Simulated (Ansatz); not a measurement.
An Ansatz input:

```yaml
crystal:
  lattice:
    - [1.815, -5.48, 0.0]
    - [1.815, 5.48, 0.0]
    - [0.0, 0.0, 4.45]
  atoms:
    - { symbol: As, position: [0.098, 0.902, 0.91] }
    - { symbol: As, position: [0.598, 0.402, 0.59] }
    - { symbol: As, position: [0.902, 0.098, 0.09] }
    - { symbol: As, position: [0.402, 0.598, 0.41] }
hamiltonian:
  xc: r2scan
  pseudopotentials:
    kind: paw
    azcp:
      As: "pseudopotentials/As.paw.azcp"
basis:
  ecutwfc: 500
  fft_grid_basis: typed
kpoints:
  mp_grid: { grid: [9, 9, 7], shift: [0, 0, 0] }
magnetization:
  spin_polarized: false
scf:
  occupations: { method: fermi_dirac, width: 0.1 }
relax:
  max_steps: 60
  f_tol: 0.01
  cell: {}
```

Output

```
Engine: ansatz 0.2.0, x86_64-unknown-linux-gnu
Pseudopotentials: kind: paw
Pseudopotential: As, paw, valence charge 15, recommended cutoff 500 eV (meta_gga) 
Functional definition: r2SCAN
  parameter k0 = 0.174
  parameter k1 = 0.065
  parameter a1 = 4.9479
  exchange = r2scan_x(k0 = k0, k1 = k1, a1 = a1)
  correlation = r2scan_c
Crystal: 4 atoms, lattice volume = 88.521 Å³
Basis set: ecut = 500 eV, 2281 PW (Γ), exchange–correlation on 180×180×144 points (64 copies of the dense FFT grid, shifted against one another)
Bands: 36, of which v1, the nominal top of the filled ones, is band 30 counted from 1 (29 counted from 0)
Symmetry: 8 space group operations
Space group: Cmce (ITA 64), of the structure as read, at distance tolerance 4.5e-5 Å
k-points: 100 of 567
Non-local potential: As, projectors of the file, l = 0: 2, l = 1: 2, l = 2: 3, l = 3: 1
PAW form: soft (Blöchl's): semilocal exchange-correlation on the pseudo side does not see the compensation charge
PAW frozen core: As, regenerated for the run's functional (the file was generated under x = pbe(κ = 0.804, μ = 0.2195149727645171), c = pbe(β = 0.06672455060314922))
PAW one-centre angular grid: As, 590 points (default); XC on 160 Gauss nodes
Initial density: superposition of atomic densities (neutral atoms: chi_scale 0, normalization atom), corrected by the library's trained network
Initial wavefunctions: pseudopotential atomic-orbital guess
Functional: x = r2scan, c = r2scan; τ floored in thin density (d = 2e-4 eV/Å³)
SCF iter   1: F=—  HF=-19457.234185 eV  |F-HF|=—  |Δ(HF+E_count)|=         —  Δρ=3.87e-3  dr2=1.55e-2  dr2_τ=1.51e-2  ethr=1.77e-3  ⟨swp⟩=6.0  Hψ=13847  notcnv=0
SCF iter   2: F=—  HF=-19457.263053 eV  |F-HF|=—  |Δ(HF+E_count)|=   2.89e-2  Δρ=2.25e-3  dr2=4.77e-3  dr2_τ=4.43e-5  ethr=2.59e-5  ⟨swp⟩=2.0  Hψ=7985  notcnv=0  defer=15
SCF iter   3: F=—  HF=-19457.263075 eV  |F-HF|=—  |Δ(HF+E_count)|=   2.17e-5  Δρ=1.17e-3  dr2=1.20e-3  dr2_τ=9.15e-6  ethr=7.95e-6  ⟨swp⟩=2.0  Hψ=4081  notcnv=0  defer=15
SCF iter   4: F=—  HF=-19457.263227 eV  |F-HF|=—  |Δ(HF+E_count)|=   1.52e-4  Δρ=1.84e-4  dr2=3.13e-5  dr2_τ=3.71e-7  ethr=2.00e-6  ⟨swp⟩=2.0  Hψ=4486  notcnv=0  defer=15
SCF iter   5: F=—  HF=-19457.263251 eV  |F-HF|=—  |Δ(HF+E_count)|=   2.35e-5  Δρ=3.03e-5  dr2=8.14e-7  dr2_τ=2.21e-8  ethr=5.22e-8  ⟨swp⟩=2.0  Hψ=4586  notcnv=0  defer=15
SCF iter   6: F=-19457.263251 eV  HF=-19457.263251 eV  |F-HF|=1.41e-8  |Δ(HF+E_count)|=   6.94e-7  Δρ=7.06e-6  dr2=2.37e-8  dr2_τ=5.79e-10  ethr=1.67e-10  ⟨swp⟩=5.0  Hψ=13427  notcnv=0
SCF 1 converged in 6 iterations: F = -19457.263251 eV  dr2 = 2.37e-8
...
SCF iter   2: F=—  HF=-19458.323620 eV  |F-HF|=—  |Δ(HF+E_count)|=   4.73e-5  Δρ=4.30e-5  dr2=3.24e-7  dr2_τ=2.85e-7  ethr=9.33e-10  ⟨swp⟩=2.0  Hψ=6638  notcnv=0
SCF iter   3: F=—  HF=-19458.323627 eV  |F-HF|=—  |Δ(HF+E_count)|=   7.77e-6  Δρ=1.50e-5  dr2=5.24e-8  dr2_τ=2.68e-8  ethr=5.40e-10  ⟨swp⟩=2.0  Hψ=4606  notcnv=0
SCF iter   4: F=—  HF=-19458.323628 eV  |F-HF|=—  |Δ(HF+E_count)|=   7.57e-7  Δρ=1.57e-6  dr2=1.06e-9  dr2_τ=2.27e-10  ethr=8.74e-11  ⟨swp⟩=3.0  Hψ=6869  notcnv=0
SCF iter   5: F=—  HF=-19458.323628 eV  |F-HF|=—  |Δ(HF+E_count)|=   7.58e-9  Δρ=2.27e-7  dr2=5.80e-11  dr2_τ=1.13e-12  ethr=1.77e-12  ⟨swp⟩=2.0  Hψ=6614  notcnv=0
SCF iter   6: F=-19458.323628 eV  HF=-19458.323628 eV  |F-HF|=7.28e-12  |Δ(HF+E_count)|=  9.09e-11  Δρ=5.51e-8  dr2=3.33e-12  dr2_τ=5.80e-14  ethr=1.00e-12  ⟨swp⟩=4.3  Hψ=10982  notcnv=0
SCF 6 converged in 6 iterations: F = -19458.323628 eV  dr2 = 3.33e-12
relax step   6: F+E_penalty+E_count = -19458.32362805 eV  Δ(F+E_penalty+E_count) = -1.343e-3 eV  max|allowed force component| = 6.698e-3 eV/Å  Δτ_max = 0.0000 Å  P = +0.021 GPa  Ω = 98.478 Å³  stress off target by 4.67e-2 GPa  SCF on the basis re-selected at this cell (its energy is not comparable with the rows above)  (6 SCF iters)
basis re-selected at this cell: Δ(F+E_penalty+E_count) = -1.343e-3 eV, ΔP = +0.007 GPa vs the last step (what re-selecting the basis moved, of the pressure what is left beyond the Pulay correction that the steps carried, after the strain that the cell walked since its last selection, with what the two solves' SCF thresholds leave and, on support functions, any second-order correction that the steps lacked; it is no measure of the basis error at this ecutwfc). This SCF's stress stands 4.67e-2 GPa from its target on what of the cell is left free (relax.cell.stress_tol is 5.00e-2 GPa) and its largest allowed force component is 6.70e-3 eV/Å (relax.f_tol is 1.00e-2 eV/Å): within both
SCF converged after 6 iterations
Free energy (F): -19458.323628 eV
Harris-Foulkes:  -19458.323628 eV  (|F-HF|=7.28e-12)
Internal energy: -19458.321358 eV  (E = F + TS)
E sigma→0 (E₀):  -19458.322493 eV
Entropy (-TS):   -0.002270 eV (-0.568 meV/atom)
Fermi energy:    8.593507 eV
--- Per-component energies (eV) ---
  E_band       = -1091.002432
  E_kinetic    = 408.922328
  E_local      = -7627.981129  (includes V_loc(G=0)·N_el)
  E_nonlocal   = -2680.607591
  E_hartree    = 4121.789156
  E_xc         = -295.819493
  E_vxc        = -336.421312  (∫ρ·V_xc dr)
  E_paw        = -7388.765342  (= ΣΔE_a)
  E_vpaw       = 883.637353  (= ΣTr[D̂ρ^β])
  E_aug_tail   = -0.000026  (compensation charges beyond the density's cutoff)
  E_vtau       = 17.869543  (kinetic-family band-sum trace: ∫τ·v_τ [+ j·A + Jᵃ·Aᵃ] dr)
  E_ewald      = -5990.029630
  E_core_change = -5.829631  (= ΣΔE_core)
  E_smearing   = -0.002270  (= −TS)
  E_closure    = 0.000000  (closes the sum)
  Σ components = -19458.323628   (vs F -19458.323628, Δ=0.00e0)
--- Forces (eV/Å), atoms counted from 1 ---
  atom   1  As    -0.00000000    -0.00669794    -0.00497527
  atom   2  As     0.00000000    -0.00669794     0.00497527
  atom   3  As     0.00000000     0.00669794     0.00497527
  atom   4  As    -0.00000000     0.00669794    -0.00497527
  max |Σ_I F_I| component: 0.00e0 eV/Å
--- Stress (GPa, compression-positive) ---
       -0.001479       0.000000       0.000000
       -0.000000       0.046674       0.000000
        0.000000       0.000000       0.018343
  P = ⅓ Tr σ = 0.0212 GPa (0.212 kbar)
--- Relaxed structure (5 steps of the walk, 5 accepted, 1 SCFs on fresh bases) ---
  F+E_penalty+E_count = -19458.32362805 eV   max|allowed force component| = 6.698e-3 eV/Å   (the final SCF, on the basis selected at the relaxed cell)
  cell:  # Å, volume = 98.4780 Å³
    - [1.8241469973815958, -5.7006943742506895, 6.961131782790907e-33]
    - [1.8241469973815958, 5.7006943742506895, -1.1510272564206921e-32]
    - [-6.538282513804911e-33, -7.499794648187987e-33, 4.7350200110833685]
  atoms:
    - { symbol: As, position: [0.10425449594809588, 0.8957455040519041, 0.926471221775835] }
    - { symbol: As, position: [0.6042544959480959, 0.39574550405190406, 0.5735287782241654] }
    - { symbol: As, position: [0.8957455040519041, 0.10425449594809588, 0.0735287782241653] }
    - { symbol: As, position: [0.39574550405190406, 0.6042544959480959, 0.42647122177583474] }
```

Command:

```sh
ansatz run input.yaml --threads 1 --pin off --max-ram 3584MiB --backend cpu --events-out ev --progress --plain --runs-dir out
```

On 1 thread of Intel(R) Xeon(R) Platinum 8259CL CPU @ 2.50GHz (Skylake/Cascade Lake) (shared host) this took about 260 s of wall time and 260 s of CPU time.
